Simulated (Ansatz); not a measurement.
One crystal and one scan (energy over volume and axial ratio) at two levels, PBE (plane waves to 420 eV, PAW, scalar-relativistic; Ansatz, an electronic-structure program) and r2SCAN (plane waves to 500 eV, PAW, scalar-relativistic; Ansatz), each from its own relaxed cell and on its own mesh.

The crystal is KI (rock salt); volume and axial ratio are varied about the relaxed values (subscript 0).

The energy includes the smearing's −TS. KI was relaxed with its symmetry unable to fall. Spin-orbit coupling is left out, though I is heavy. Both scans cover V/V₀ from 0.920 to 1.080 and (c/a)/(c/a)₀ from 0.960 to 1.040.

```csv
quantity,run 1,run 2
Lattice constant a (Å),7.092,7.181
"Shear modulus C′ = (C11 − C12)/2 (fit, atoms clamped) (GPa)",13.5,10.1
```

**Question.** Which run is which level?

**Answer.** Run 2 is PBE, run 1 is r2SCAN. PBE gives the higher value for: lattice constant a. PBE gives the lower value for: shear modulus C′. Neither level is exact: the differences show how much the result hangs on the functional.

(A scan under strain: stresses follow from slopes of the energy per volume, elastic moduli from its curvatures.)
